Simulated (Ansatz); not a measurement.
GaAs:
```cif
data_AsGa
_chemical_formula_sum 'Ga1 As1'
_space_group_name_H-M_alt 'P 1'
_space_group_IT_number 1
_cell_length_a 3.96168
_cell_length_b 3.96168
_cell_length_c 3.96168
_cell_angle_alpha 60.000
_cell_angle_beta 60.000
_cell_angle_gamma 60.000
loop_
_space_group_symop_operation_xyz
  'x, y, z'
loop_
_atom_site_label
_atom_site_type_symbol
_atom_site_fract_x
_atom_site_fract_y
_atom_site_fract_z
_atom_site_occupancy
Ga1 Ga 0.00000 0.00000 0.00000 1
As1 As 0.75000 0.75000 0.75000 1
```

Relaxed with LDA.

Q: Give the optical modes at the zone centre with their infrared activity from DFPT, plane-wave PAW LDA (Ansatz code).

A: Transverse frequencies, without the LO–TO term; a row sums one degenerate level.

| ω (cm⁻¹) | degeneracy | IR ((D/Å)²/amu) | activity | symmetry |
|---|---|---|---|---|
| 269 | 3 | 8.13 | IR | T2 |

Q: How high does the top mode go among those that the LO–TO term moves?

A: 286 cm⁻¹ for q along x.

Space group F-43m (zinc blende). The cell was relaxed with LDA under the symmetry of its start.

Potentials: the earlier of the program's two PAW sets. The files were generated under PBE; for other functionals the program regenerates the frozen cores, and for LDA and PBEsol the local potential too.
